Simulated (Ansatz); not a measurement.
Relaxed-ion elastic tensor of Si in space group P6_3/mmc (No. 194; Si on 4f) in GPa (Voigt order), the program Ansatz at the LDA level (PAW); density 2.37 g/cm³, 19.69 Å³ per atom.

```json
[
 {"": "1", "1": "191", "2": "55.8", "3": "39.8", "4": "0.0", "5": "0.0", "6": "0.0"},
 {"": "2", "1": "55.8", "2": "191", "3": "39.8", "4": "0.0", "5": "0.0", "6": "0.0"},
 {"": "3", "1": "39.8", "2": "39.8", "3": "217", "4": "0.0", "5": "0.0", "6": "0.0"},
 {"": "4", "1": "0.0", "2": "0.0", "3": "0.0", "4": "48.2", "5": "0.0", "6": "0.0"},
 {"": "5", "1": "0.0", "2": "0.0", "3": "0.0", "4": "0.0", "5": "48.2", "6": "0.0"},
 {"": "6", "1": "0.0", "2": "0.0", "3": "0.0", "4": "0.0", "5": "0.0", "6": "67.4"}
]
```

**Question.** Is the crystal mechanically stable?

**Answer.** Yes: the smallest eigenvalue of C is 48.2 GPa.

**Question.** Work out the Voigt, Reuss and Hill averages.

**Answer.** K_V = 96.6, K_R = 96.5, K_H = 96.6; G_V = 63.6, G_R = 60.4, G_H = 62.0 GPa.

**Question.** Give Young's modulus, Poisson's ratio, Pugh's ratio and the universal anisotropy index.

**Answer.** E = 9KG/(3K + G) = 153 GPa; ν = 0.24; K/G = 1.56 (brittle by the Pugh limit of 1.75); A_U = 5G_V/G_R + K_V/K_R − 6 = 0.26.

**Question.** Estimate the sound speeds and the Debye temperature.

**Answer.** v_l = √((K + 4G/3)/ρ) = 8700 m/s, v_t = √(G/ρ) = 5120 m/s, mean 5670 m/s; Θ = (h/k)(3n/4πV)^(1/3) v_m = 625 K.

**Question.** Solve the Christoffel equation for the three sound speeds along x, y, z.

**Answer.** Eigenvalues of C_ijkl n_j n_l equal ρv². In km/s, slowest first: x 4.51, 5.33, 8.97; y 4.51, 5.33, 8.97; z 4.51, 4.51, 9.57.

**Question.** How much does each axis shrink under pressure?

**Answer.** Linear compressibilities β_i = Σ_j S_ij (j = 1 to 3): x 3.5, y 3.5, z 3.3 per TPa.

The first step of the workflow began from a Materials Project structure, measured or hypothetical; the Crystallography Open Database copy checked does not list it. It is not the phase usual at ambient conditions (space group No. 227). The LDA relaxation kept the symmetry of its start; its stability against distortions is not shown here.

Potentials: the later of the program's two PAW sets.
